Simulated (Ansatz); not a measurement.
Input and output of a relaxation of cell and atoms on InGa2As3 as one 6-atom ordering (P3m1) on the zincblende lattice (the PAW code Ansatz, r2SCAN). The starting cell comes from a relaxation with PBE.

```yaml
crystal:
  lattice:
    - [4.1696675922, 0.0, 0.0]
    - [-2.0848337961, 3.6110380601, 0.0]
    - [0.0, 0.0, 10.2382683084]
  atoms:
    - { symbol: Ga, position: [0.0, 0.0, -0.0064675914] }
    - { symbol: Ga, position: [0.6666666667, 0.3333333333, 0.6731368028] }
    - { symbol: In, position: [0.3333333333, 0.6666666667, 0.3351147105] }
    - { symbol: As, position: [0.6666666667, 0.3333333333, 0.9165176748] }
    - { symbol: As, position: [0.3333333333, 0.6666666667, 0.5958530906] }
    - { symbol: As, position: [0.0, 0.0, 0.2358453128] }
kpoints:
  mp_grid: { grid: [6, 6, 2] }
hamiltonian:
  xc: r2scan
scf:
  occupations: { method: fermi_dirac, width: 0.02 }
relax:
  f_tol: 0.005
  cell: {}
```

The output follows, shortened, with numbered blanks.
```
Pseudopotential: Ga, paw, valence charge 13, recommended cutoff 500 eV (meta_gga)
Pseudopotential: In, paw, valence charge 13, recommended cutoff 500 eV (meta_gga)
Pseudopotential: As, paw, valence charge 15, recommended cutoff 500 eV (meta_gga)
Functional definition: r2SCAN
Crystal: 6 atoms, lattice volume = 154.156 Å³
Basis set: ecut = 500 eV, 3919 PW (Γ)
Bands: 51, of which v1, the nominal top of the filled ones, is band 42 counted from 1 (41 counted from 0)
Symmetry: 6 space group operations
Space group: P3m1 (ITA 156)
[1]
relax step 1: F+E_penalty+E_count = -27788.42786649 eV  max|allowed force component| = 7.977e-2 eV/Å  Δτ_max = 0.0000 Å  P = -2.479 GPa  Ω = 154.156 Å³
--- Relaxed structure (5 steps of the walk, 5 accepted, 1 SCFs on fresh bases) ---
[2]
```

Problem. What stood in the gaps? They hold the relaxed structure, the count of irreducible k points.

Solution.
```
[1]
k-points: 14 of 72 (time reversal used)
[2]
  F+E_penalty+E_count = -27788.48021045 eV   max|allowed force component| = 1.248e-3 eV/Å
  cell:  # Å, volume = 147.8012 Å³
    - [4.111737, 0.000000, 0.000000]
    - [-2.055869, 3.560869, 0.000000]
    - [0.000000, 0.000000, 10.094776]
  atoms:
    - { symbol: Ga, position: [0.000000, 0.000000, -0.006401] }
    - { symbol: Ga, position: [0.666667, 0.333333, 0.673386] }
    - { symbol: In, position: [0.333333, 0.666667, 0.334820] }
    - { symbol: As, position: [0.666667, 0.333333, 0.916660] }
    - { symbol: As, position: [0.333333, 0.666667, 0.596058] }
    - { symbol: As, position: [0.000000, 0.000000, 0.235477] }
```
Only the leading digits can be foreseen; the rest is this run's record.

Run as `ansatz run input.yaml --threads 4 --pin off --max-ram 6451MiB --backend cpu --events-out ev --progress --plain --runs-dir out`.

Problem. It ran on 4 threads of Arm Neoverse V2, with other jobs on the host. About how long did it take, and what peak of host memory did it reach?

Solution. About 30 s, with a peak of 0.79 GiB.

These are computed values for a spin-unpolarised cell that may be hypothetical; none is a measurement.

No spin-orbit coupling is included; it can move band edges with weight on the heavy atoms by tenths of an eV.
